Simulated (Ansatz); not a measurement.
In DFT-PBE in the program Ansatz with PAW potentials, Ag in the A15 (β-W type) structure (Pm-3n) relaxes to a = 5.284 Å.

Electronic character: metallic (no gap). Gap from PBE with spin–orbit coupling: none (metallic).

The bulk modulus is 84.3 GPa.

The start of the workflow was typed in or built on a structure type; neither database checked (COD, Materials Project) lists it. It is not the phase usual at ambient conditions (space group No. 225). The cell was relaxed with PBE under the symmetry of its start; whether a distortion lowers the energy is not shown. The run is not spin-polarised. Spin–orbit coupling is left out wherever it is not named.

Potentials: the earlier of the program's two PAW sets.
